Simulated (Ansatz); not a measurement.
# Sr (fcc, Cu type): energy over volume and axial ratio

Sr (fcc, Cu type)

Space group Fm-3m (No. 225); a = b = c = 6.029 Å, α = β = γ = 90.00°

```csv
atom,site,symmetry,x,y,z
Sr,4a,m-3m,0.0000,0.0000,0.0000
```
(The calculation used a cell of 1 atom; values per cell refer to that cell.)

Two coordinates are scanned: the volume, and the ratio of the stretch along z (the conventional c axis) to the stretch across it. Atoms keep their fractional coordinates.

Method: PBE (plane waves to 420 eV, PAW, scalar-relativistic; Ansatz, an electronic-structure program). k mesh 13×13×13 (Γ-centred), Fermi-Dirac smearing 0.05 eV. Energies are smeared free energies. Compression counts positive. With partly filled bands, the response to shear is sensitive to the k mesh, so small differences along c/a are uncertain. Sr was relaxed with its symmetry unable to fall. ΔE is measured from the relaxed starting cell.

ΔE (eV/atom), with V/V₀ across and (c/a)/(c/a)₀ down:

```csv
(c/a)/(c/a)₀ \ V/V₀,0.920,0.960,1.000,1.040,1.080
0.880,0.018,0.008,0.005,0.008,0.017
0.940,0.016,0.005,0.001,0.005,0.013
1.000,0.015,0.003,0.000,0.003,0.011
1.060,0.017,0.006,0.002,0.005,0.014
1.120,0.024,0.013,0.010,0.014,0.022
```

σxx (GPa), with V/V₀ across and (c/a)/(c/a)₀ down:

```tsv
(c/a)/(c/a)₀ \ V/V₀	0.920	0.960	1.000	1.040	1.080
0.880	1.0	0.4	-0.1	-0.5	-0.9
0.940	1.1	0.4	-0.1	-0.5	-0.9
1.000	1.1	0.5	0.0	-0.4	-0.8
1.060	1.2	0.6	0.1	-0.3	-0.7
1.120	1.4	0.8	0.3	-0.1	-0.5
```

Read from the data:

| Item | Result |
|---|---|
| Lowest place on the grid | V/V₀ = 1.000, (c/a)/(c/a)₀ = 1.000 (0 meV/atom) |
| Highest place on the grid | V/V₀ = 0.920, (c/a)/(c/a)₀ = 1.120 (24 meV/atom) |

(Under strain, the slope of the energy per volume gives the stress and its curvature an elastic modulus.)
